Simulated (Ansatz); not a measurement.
Si3N4 in space group Fd-3m (No. 227; Si on 16c, Si on 8b, N on 32e), plane-wave PAW PBE (Ansatz code): ε∞ = 5.31, cell volume 118.15 Å³. Infrared-active transverse modes:

| ω_TO (cm⁻¹) | oscillator strength S_xx (e²/amu) |
|---|---|
| 395.2 | 0.01719 |
| 588.1 | 4.821 |
| 707.7 | 0.4976 |
| 779.5 | 1.864 |

**Question.** Compute the static dielectric constant.

**Answer.** Each mode adds (4.921e7/V) S/ω²: 0.05, 5.81, 0.41, 1.28. So ε0 = 12.8.

Symmetry was held in the PBE relaxation.

Potentials: the later of the program's two PAW sets.
